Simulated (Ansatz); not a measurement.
ZnSe:
```cif
data_Se2Zn2
_chemical_formula_sum 'Zn2 Se2'
_space_group_name_H-M_alt 'P 1'
_space_group_IT_number 1
_cell_length_a 3.73694
_cell_length_b 3.73694
_cell_length_c 6.78082
_cell_angle_alpha 90.000
_cell_angle_beta 90.000
_cell_angle_gamma 90.000
loop_
_space_group_symop_operation_xyz
  'x, y, z'
loop_
_atom_site_label
_atom_site_type_symbol
_atom_site_fract_x
_atom_site_fract_y
_atom_site_fract_z
_atom_site_occupancy
Zn1 Zn 0.00000 0.50000 0.00000 1
Zn2 Zn 0.50000 0.00000 0.50000 1
Se1 Se 0.00000 0.00000 0.25000 1
Se2 Se 0.00000 0.00000 0.75000 1
```

Relaxed with PBEsol.

Q: Decompose the optical modes at the zone centre into irreducible representations, and say which are infrared and Raman allowed.

A: Point group 4/mmm: Γ_opt = A2u + B1g + B2u + Eg + 2Eu. Infrared: A2u, Eu. Raman: B1g, Eg.

Q: Assign frequencies (DFPT, the program Ansatz at the PBEsol level (PAW)).

A: Eg 62i, Eu 86, A2u 159, B2u 187, Eu 188, B1g 202 cm⁻¹.

Subscripts of B labels follow the axes of the standard setting.

Space group P4_2/mmc. A made-up cell: these elements were put on the sites of a structure type; neither database checked (COD, Materials Project) lists it. It is not the phase usual at ambient conditions (space group No. 216). The PBEsol relaxation kept the symmetry of its start. At this level the phase is dynamically unstable (imaginary phonons). As this level gives no gap, phonon frequencies hold no LO–TO term and depend on the k-mesh and smearing (Fermi–Dirac, 0.1 eV here).

Potentials: the later of the program's two PAW sets.
